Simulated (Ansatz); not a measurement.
Bi, DFT, PBEsol, PAW with Ansatz's default frozen-core files, scalar-relativistic (Ansatz 0.2.0), run on 1 thread of Intel(R) Xeon(R) Platinum 8488C (Sapphire Rapids) on a shared host.

The cell is a measured one (Crystallography Open Database entry 8100521); the temperature and pressure of the measurement aren't taken into account, and nothing was relaxed. The listed cell was then made from it by scaling, straining or moving an atom.

Command: `ansatz run input.yaml --threads 1 --pin off --max-ram 3072MiB --backend cpu --events-out ev --progress --plain --runs-dir out`

```yaml
crystal:
  lattice:
    - [3.305726, -3.0220372, 0.0028088]
    - [3.366834, 3.0887628, 0.0639168]
    - [-1.1200509, 0.0194193, 3.0814002]
  atoms:
    - { symbol: Bi, position: [0.2518, 0.2518, 0.149] }
    - { symbol: Bi, position: [0.7482, 0.7482, 0.851] }
kpoints:
  mp_grid: { grid: [8, 8, 11] }
scf:
  occupations: { method: fermi_dirac, width: 0.05 }
hamiltonian:
  xc: pbesol
  pseudopotentials: { kind: paw }
output:
  forces: true
  stress: true
  eigenvalues: true
  efg: { contact_densities: true }
  write_density: true
  write_potential: true
  elf: true
  volumetric_format: npy
```

(1) How large is the problem that the program sets up?

(2) About how long does it take, and how much memory does it use?

(3) And the same cell and mesh by all-electron PAW (datasets made for this crystal), asked for forces, stress, eigenvalues, efg, on the same hardware?

## Answers

(1) 354 irreducible k-points, 1249 plane waves at Γ, 19 bands.

(2) 21 s of wall time for 6 SCF iterations, with a peak of 0.64 GiB. Times on shared machines scatter by tens of per cent.

(3) 32 s, peak memory 0.92 GiB.
